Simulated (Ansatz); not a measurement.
GaAs:
```yaml
crystal:
  lattice:
    - [6.96101, 0.00000, 0.00000]
    - [0.00000, 6.96101, 0.00000]
    - [0.00000, 0.00000, 6.96101]
  atoms:
    - { symbol: Ga, position: [0.34268, 0.34268, 0.34268] }
    - { symbol: Ga, position: [0.65732, 0.65732, 0.65732] }
    - { symbol: Ga, position: [0.15732, 0.65732, 0.84268] }
    - { symbol: Ga, position: [0.84268, 0.34268, 0.15732] }
    - { symbol: Ga, position: [0.84268, 0.15732, 0.65732] }
    - { symbol: Ga, position: [0.15732, 0.84268, 0.34268] }
    - { symbol: Ga, position: [0.65732, 0.84268, 0.15732] }
    - { symbol: Ga, position: [0.34268, 0.15732, 0.84268] }
    - { symbol: As, position: [0.14256, 0.14256, 0.14256] }
    - { symbol: As, position: [0.85744, 0.85744, 0.85744] }
    - { symbol: As, position: [0.35744, 0.85744, 0.64256] }
    - { symbol: As, position: [0.64256, 0.14256, 0.35744] }
    - { symbol: As, position: [0.64256, 0.35744, 0.85744] }
    - { symbol: As, position: [0.35744, 0.64256, 0.14256] }
    - { symbol: As, position: [0.85744, 0.64256, 0.35744] }
    - { symbol: As, position: [0.14256, 0.35744, 0.64256] }
```

This is the r²SCAN-relaxed structure.

Q: All from r²SCAN in the plane-wave PAW code Ansatz, unless another level is named. Predict the electronic character.

A: no gap, with almost no states at the Fermi level (zero-gap or semimetallic).

Q: What about the gap with spin–orbit coupling?

A: none (metallic).

Space group Pa-3. The workflow started from a Materials Project entry (that database holds measured and hypothetical structures alike); the Crystallography Open Database copy checked does not list it. It is not the phase usual at ambient conditions (space group No. 216). Symmetry was held in the r²SCAN relaxation; whether a distortion lowers the energy is not shown. Spin–orbit coupling is left out wherever it is not named.

Potentials: the later of the program's two PAW sets.
